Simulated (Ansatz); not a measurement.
Two states of Ni

```
Ni
1.0
     2.51463    0.00000    0.00000
    -1.25731    2.17773    0.00000
     0.00000    0.00000    3.98198
Ni
2
Direct
  0.33333 0.66667 0.25000
  0.66667 0.33333 0.75000
```

Method: r2SCAN; PAW, plane waves to 500 eV, 11×11×6 Γ-centred mesh, fermi-dirac occupations (width 0.032 eV) (Ansatz 0.2.0), atoms fixed.

State A: Ni1 up, Ni2 down (collinear spin). State B: Ni1 down, Ni2 down (collinear spin).

Compare the two self-consistent states.

State B is lower by 79.0 meV an atom at zero smearing; in free energy at this smearing B lies -79.9 meV an atom from A.

```tsv
state	free energy (meV/atom)	largest moment in a small sphere (μB)	net moment (μB/cell)	gap on mesh (eV)	pressure (GPa)	largest force (eV/Å)
A	79.9	0.56	0.00	metal	-6.5	0.00
B	0.0	0.87	1.61	metal	-6.7	0.00
```

Origin: a known structure type with other elements, at an estimated volume, so it need not be a known compound.
